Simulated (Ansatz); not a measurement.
Input and command of a calculation in Ansatz (plane waves; scalar-relativistic PAW potentials unless the input names others):

```yaml
crystal:
  lattice:
    - [0.0, 2.03, 2.0503]
    - [2.03, 0.0, 2.0503]
    - [2.03, 2.03, 0.0]
  atoms:
    - { symbol: Ti, position: [0.0, 0.0, 0.0] }
basis:
  ecutwfc: 500
kpoints:
  mp_grid: { grid: [7, 7, 7] }
hamiltonian:
  xc: r2scan
  dispersion: d3bjatm
scf:
  occupations: { method: tetrahedron_uncorrected }
output:
  forces: true
  eigenvalues: true
  stress: true
```

```bash
ansatz run input.yaml --threads 1 --pin off --max-ram 2560MiB --backend cpu --events-out ev --progress --plain --runs-dir out
```

Abridged log:
```
Basis set: ecut = 500 eV, 411 PW (Γ), exchange–correlation on 96×96×96 points (64 copies of the dense FFT grid, shifted against one another)
Bands: 10, of which v1, the nominal top of the filled ones, is band 6 counted from 1 (5 counted from 0)
Symmetry: 16 space group operations
k-points: 40 of 343
SCF iter   1: F=—  HF=-2504.457842 eV  |F-HF|=—  |Δ(HF+E_count)|=         —  Δρ=1.62e-2  dr2=4.22e-2  dr2_τ=8.62e-3  ethr=1.77e-3  ⟨swp⟩=4.6  Hψ=2145  notcnv=0
SCF iter   2: F=—  HF=-2504.477857 eV  |F-HF|=—  |Δ(HF+E_count)|=   2.00e-2  Δρ=5.08e-3  dr2=2.73e-3  dr2_τ=8.88e-4  ethr=3.52e-4  ⟨swp⟩=2.8  Hψ=1078  notcnv=0  defer=1
SCF iter   3: F=—  HF=-2504.477467 eV  |F-HF|=—  |Δ(HF+E_count)|=   3.89e-4  Δρ=1.90e-3  dr2=2.71e-4  dr2_τ=7.26e-5  ethr=2.27e-5  ⟨swp⟩=3.0  Hψ=797  notcnv=0  defer=1
SCF iter   4: F=—  HF=-2504.477927 eV  |F-HF|=—  |Δ(HF+E_count)|=   4.59e-4  Δρ=7.50e-5  dr2=6.45e-7  dr2_τ=5.47e-7  ethr=2.26e-6  ⟨swp⟩=2.0  Hψ=758  notcnv=0  defer=1
SCF iter   5: F=—  HF=-2504.477932 eV  |F-HF|=—  |Δ(HF+E_count)|=   5.47e-6  Δρ=2.73e-5  dr2=7.11e-8  dr2_τ=9.24e-9  ethr=5.37e-9  ⟨swp⟩=2.1  Hψ=809  notcnv=0  defer=1
SCF iter   6: F=-2504.477932 eV  HF=-2504.477932 eV  |F-HF|=1.70e-9  |Δ(HF+E_count)|=   8.63e-8  Δρ=4.35e-6  dr2=1.24e-9  dr2_τ=2.44e-10  ethr=5.93e-10  ⟨swp⟩=2.0  Hψ=1591  notcnv=0
SCF 1 converged in 6 iterations: F = -2504.477932 eV  dr2 = 1.24e-9
SCF converged after 6 iterations
Free energy (F): -2504.477932 eV
Harris-Foulkes:  -2504.477932 eV  (|F-HF|=1.70e-9)
Internal energy: -2504.477932 eV  (E = F + TS)
E sigma→0 (E₀):  -2504.477932 eV
Fermi energy:    13.723814 eV
  E_disp       = -0.234465  (pairwise vdW)
--- Forces (eV/Å), atoms counted from 1 ---
  atom   1  Ti     0.00000000     0.00000000     0.00000000
--- Stress (GPa, compression-positive) ---
        2.257204       0.000000       0.000000
        0.000000       2.257204       0.000000
        0.000000       0.000000       2.109374
  P = ⅓ Tr σ = 2.2079 GPa (22.079 kbar)
```

Apart from outputs and empty bands, the input differs from a reference run on usual settings in kpoints.mp_grid.grid: [20, 20, 20] → [7, 7, 7]; scf.occupations.width: 0.15 → not typed; scf.occupations.method: "gaussian" → "tetrahedron_uncorrected"; hamiltonian.dispersion: not typed → "d3bjatm". The reference, at the same geometry (not necessarily relaxed), gave pressure 3.18 GPa, largest force 0.000 eV/Å, no gap on the mesh. This run converged in 6 SCF iterations (reference: 6) with an energy at zero smearing 184 meV/atom below the reference's (the Hamiltonian itself differs), pressure 2.21 GPa, largest force 0.000 eV/Å, no gap on the mesh. Its k mesh is looser than usual. The Hamiltonian differs as well, so the change in the result can't be put down to that alone.

Time: 1.5 s on 1 thread of Arm Neoverse V2, with other jobs on the host, peak memory 0.31 GiB.